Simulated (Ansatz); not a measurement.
A: ZnSe (zinc blende), a = b = c = 5.733 Å, α = β = γ = 90.00°
B: PbSe (rock salt), a = 6.2177 Å, b = 6.2177 Å, c = 6.2177 Å, α = 90.00°, β = 90.00°, γ = 90.00°
C: KTaO3 (cubic perovskite), a = b = c = 4.023 Å, α = β = γ = 90.00°

Scan: energy over volume and axial ratio (atoms clamped). One method and one kind of scan serve all of them; meshes and ranges differ. All were relaxed with their symmetry unable to fall. KTaO3 is run without spin polarisation. Spin-orbit coupling is left out. The PAW data are Ansatz's earlier set.

Task: Order them by shear modulus C′ = (C11 − C12)/2 (fitted) (lowest first) at the level PBE (plane waves to 420 eV, PAW, scalar-relativistic; Ansatz, a first-principles code).

Result: A (17 GPa), B (51 GPa), C (170 GPa)

(Under strain, the slope of the energy per volume gives the stress and its curvature an elastic modulus.)
